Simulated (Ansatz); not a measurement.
Y2AlSi2:
```xyz
5
Lattice="-2.0382 2.8534 4.3768 2.0382 -2.8534 4.3768 2.0382 2.8534 -4.3768" Properties=species:S:1:pos:R:3 pbc="T T T"
Y      0.0000     2.8534     1.8433
Y      2.0382     0.0000     2.5335
Al     0.0000     0.0000     0.0000
Si     2.0382     1.6541     0.0000
Si     0.0000     1.1993     4.3768
```

Relaxed with r²SCAN. Special points in fractions of this cell's reciprocal vectors: Γ (0.000, 0.000, 0.000); X (0.500, 0.500, -0.500); F2 (0.304, 0.696, -0.304); Σ0 (-0.304, 0.304, 0.304); Y0 (0.356, -0.356, 0.356); U0 (0.644, 0.356, -0.356); R (0.000, 0.500, 0.000); W (0.250, 0.250, 0.250); S (0.500, 0.000, 0.000); T (0.000, 0.000, 0.500).

Q: List the band energies nearest the Fermi level at these points for DFT-r²SCAN in the program Ansatz with PAW potentials.

A: In eV from the Fermi level; about four levels below and three above (degenerate sets whole), none deeper than 8.9 eV; points with the same levels are listed once.

| k | below | above |
|---|---|---|
| Γ | -1.63 -1.07 -0.62 -0.58 | 1.37 3.35 3.43 |
| X | -5.15 -2.03 -1.32 -1.17 | 1.01 1.05 1.28 |
| F2 | -2.73 -1.29 -0.92 -0.91 | 1.91 2.54 2.83 |
| Y0 | -1.79 -1.57 -0.93 -0.89 | 1.18 1.49 1.99 |
| R | -2.58 -1.72 -1.29 -1.05 | 2.03 3.07 3.45 |
| W | -1.48 -1.12 -0.79 -0.58 | 0.92 1.76 2.48 |
| S | -1.73 -1.63 -0.35 -0.10 | 0.36 1.96 2.51 |
| T | -2.18 -0.99 -0.97 -0.51 | 1.74 1.83 2.65 |

Space group Immm. The first step of the workflow began from a Materials Project structure, measured or hypothetical; the Crystallography Open Database files this formula in space group No. 71, but the cells were not matched. Its standing as an ambient phase is unchecked. The cell was relaxed with r²SCAN under the symmetry of its start; whether a distortion lowers the energy is not shown. The run is not spin-polarised. Spin–orbit coupling is left out wherever it is not named.

Potentials: the later of the program's two PAW sets.
